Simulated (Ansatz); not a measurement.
**How far is PAW off for ZrHg3?**

```yaml
crystal:
  lattice:
    - [4.36520, 0.00000, 0.00000]
    - [0.00000, 4.36520, 0.00000]
    - [0.00000, 0.00000, 4.32155]
  atoms:
    - { symbol: Zr, position: [0.00000, 0.00000, 0.00000] }
    - { symbol: Hg, position: [0.00000, 0.50000, 0.50000] }
    - { symbol: Hg, position: [0.50000, 0.00000, 0.50000] }
    - { symbol: Hg, position: [0.50000, 0.50000, 0.00000] }
```

Atoms are numbered in the order listed.

The cell comes from COD entry 1522700, which wasn't checked; take it as a given geometry. The listed cell was then made from it by scaling, straining or moving an atom.

Spin–orbit coupling is left out, though it moves levels of the heavy atoms by tenths of an eV or more.

Levels of theory: DFT, PBEsol, PAW with Ansatz's default frozen-core files, scalar-relativistic (Ansatz 0.2.0); DFT, PBEsol, all-electron LAPW, scalar-relativistic (Ansatz 0.2.0).

For PAW: a Γ-centred 8×8×8 k mesh, Fermi–Dirac smearing of 0.05 eV, cutoff 420 eV, no spin polarisation; the PAW files were made with PBE, and the program remakes their frozen cores for this functional. LAPW targets a basis error of 0.5 meV/atom. The Ansatz runs share mesh, smearing and spin set-up. Plane-wave (PAW) pressures include the program's estimate of the Pulay term.

Stress and pressure are positive in compression.

PAW results:

```
       quantity   PAW
 pressure (GPa)  0.80
stress xx (GPa)  0.83
stress zz (GPa)  0.75
```

Question: What does LAPW (all electrons) give for the same quantities?

Answer: 
```csv
quantity,LAPW
pressure (GPa),0.80
stress xx (GPa),0.83
stress zz (GPa),0.75
```
